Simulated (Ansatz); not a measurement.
LiCoAs:
```xyz
6
Lattice="3.7058 0.0000 0.0000 0.0000 3.7058 0.0000 0.0000 0.0000 6.1129" Properties=species:S:1:pos:R:3 pbc="T T T"
Li     0.0000     1.8529     4.0847
Li     1.8529     0.0000     2.0282
Co     1.8529     1.8529     0.0000
Co     0.0000     0.0000     0.0000
As     1.8529     0.0000     4.7130
As     0.0000     1.8529     1.3999
```

Relaxed with r²SCAN.

Which orbitals make up the states near the Fermi level in the program Ansatz at the r²SCAN level (PAW)?

Within 0.5 eV of the Fermi level: Co 3d 62 %, As 4p 28 %. Projections are on Löwdin-orthogonalised atomic valence shells; empty p or d shells of many metals are not among them.

Tabulate the density of states.

States/eV per cell of 6 atoms, in 0.25 eV bins, energy from the Fermi level.

| E (eV) | total | Co 3d | As 4p | Co 4s |
|---|---|---|---|---|
| -7.85 | 0.00 | 0.00 | 0.00 | 0.00 |
| -7.60 | 0.00 | 0.00 | 0.00 | 0.00 |
| -7.35 | 0.00 | 0.00 | 0.00 | 0.00 |
| -7.10 | 0.00 | 0.00 | 0.00 | 0.00 |
| -6.85 | 0.00 | 0.00 | 0.00 | 0.00 |
| -6.60 | 0.00 | 0.00 | 0.00 | 0.00 |
| -6.35 | 0.32 | 0.05 | 0.20 | 0.06 |
| -6.10 | 2.22 | 0.33 | 1.33 | 0.37 |
| -5.85 | 5.11 | 0.73 | 3.06 | 0.74 |
| -5.60 | 3.98 | 0.71 | 2.28 | 0.48 |
| -5.35 | 1.74 | 0.40 | 0.95 | 0.16 |
| -5.10 | 1.17 | 0.33 | 0.61 | 0.08 |
| -4.85 | 2.26 | 0.81 | 1.13 | 0.08 |
| -4.60 | 2.38 | 0.68 | 1.43 | 0.08 |
| -4.35 | 4.20 | 1.41 | 2.50 | 0.08 |
| -4.10 | 7.68 | 3.20 | 4.13 | 0.09 |
| -3.85 | 4.65 | 2.03 | 2.41 | 0.08 |
| -3.60 | 2.89 | 1.31 | 1.43 | 0.05 |
| -3.35 | 3.68 | 1.67 | 1.83 | 0.04 |
| -3.10 | 5.48 | 2.80 | 2.45 | 0.01 |
| -2.85 | 2.90 | 2.01 | 0.79 | 0.00 |
| -2.60 | 5.72 | 4.94 | 0.15 | 0.00 |
| -2.35 | 3.99 | 3.51 | 0.21 | 0.01 |
| -2.10 | 4.23 | 3.60 | 0.37 | 0.01 |
| -1.85 | 5.75 | 4.84 | 0.56 | 0.02 |
| -1.60 | 10.78 | 9.62 | 0.65 | 0.08 |
| -1.35 | 8.14 | 7.41 | 0.43 | 0.02 |
| -1.10 | 6.01 | 5.59 | 0.26 | 0.02 |
| -0.85 | 2.67 | 2.18 | 0.38 | 0.01 |
| -0.60 | 1.39 | 0.91 | 0.38 | 0.02 |
| -0.35 | 1.73 | 1.00 | 0.54 | 0.04 |
| -0.10 | 3.29 | 1.80 | 1.02 | 0.10 |
| 0.15 | 4.84 | 3.13 | 1.25 | 0.08 |
| 0.40 | 4.96 | 3.23 | 1.35 | 0.08 |
| 0.65 | 3.49 | 1.93 | 1.22 | 0.05 |
| 0.90 | 2.69 | 1.29 | 1.12 | 0.03 |
| 1.15 | 1.98 | 0.85 | 0.92 | 0.01 |
| 1.40 | 1.40 | 0.57 | 0.69 | 0.01 |
| 1.65 | 1.25 | 0.47 | 0.66 | 0.01 |
| 1.90 | 1.92 | 0.67 | 1.11 | 0.01 |
| 2.15 | 0.84 | 0.27 | 0.51 | 0.00 |
| 2.40 | 0.29 | 0.09 | 0.18 | 0.00 |
| 2.65 | 0.00 | 0.00 | 0.00 | 0.00 |
| 2.90 | 0.00 | 0.00 | 0.00 | 0.00 |
| 3.15 | 0.00 | 0.00 | 0.00 | 0.00 |
| 3.40 | 0.35 | 0.02 | 0.01 | 0.04 |
| 3.65 | 1.16 | 0.08 | 0.05 | 0.22 |
| 3.90 | 1.83 | 0.13 | 0.09 | 0.33 |
| 4.15 | 1.88 | 0.12 | 0.12 | 0.31 |
| 4.40 | 2.04 | 0.11 | 0.15 | 0.31 |
| 4.65 | 2.16 | 0.12 | 0.17 | 0.29 |

Space group P4/nmm. The workflow started from a Materials Project entry (that database holds measured and hypothetical structures alike); the Crystallography Open Database copy checked does not list it. Whether it is the stable phase at ambient conditions was not checked. The r²SCAN relaxation kept the symmetry of its start; its stability against distortions is not shown here. No spin polarisation was allowed. Spin–orbit coupling is left out wherever it is not named.

Potentials: the later of the program's two PAW sets.
